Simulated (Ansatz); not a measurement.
CaC6:
```
CELL_PARAMETERS angstrom
      4.32685     0.00000     0.00000
     -2.16342     3.74716     0.00000
      0.00000     0.00000     4.45606
ATOMIC_POSITIONS crystal
  C  0.33327 0.33327 0.00000
  C  0.66673 0.00000 0.00000
  C  0.00000 0.66673 0.00000
  C  0.33327 0.00000 0.00000
  C  0.66673 0.66673 0.00000
  C  0.00000 0.33327 0.00000
  Ca 0.00000 0.00000 0.50000
```

Relaxed with r²SCAN+D4. Special points in fractions of this cell's reciprocal vectors: Γ (0.000, 0.000, 0.000); M (0.500, 0.000, 0.000); K (0.333, 0.333, 0.000); A (0.000, 0.000, 0.500); L (0.500, 0.000, 0.500); H (0.333, 0.333, 0.500).

Q: List the band energies nearest the Fermi level at these points for plane-wave PAW r²SCAN+D4 (Ansatz code).

A: In eV from the Fermi level; about four levels below and three above (degenerate sets whole), none deeper than 8.9 eV; points with the same levels are listed once.

```
k                          below                above
-  -----------------------------  -------------------
Γ  -2.94 -2.94 -1.69 -1.69 -0.91       2.77 2.77 5.22
M        -7.88 -7.56 -6.92 -4.82       0.08 1.05 1.95
K        -7.24 -6.86 -6.86 -6.19  1.72 1.72 2.71 2.71
A        -2.42 -2.42 -2.04 -2.04       0.48 4.03 4.03
L        -7.80 -7.49 -4.40 -1.43       2.56 3.41 3.48
H        -7.24 -7.08 -6.80 -6.80       1.36 1.36 2.31
```

Space group P6/mmm. A made-up cell: these elements were put on the sites of a structure type; neither database checked (COD, Materials Project) lists it. Its standing as an ambient phase is unchecked. Symmetry was held in the r²SCAN+D4 relaxation; its stability against distortions is not shown here.

Potentials: the later of the program's two PAW sets.
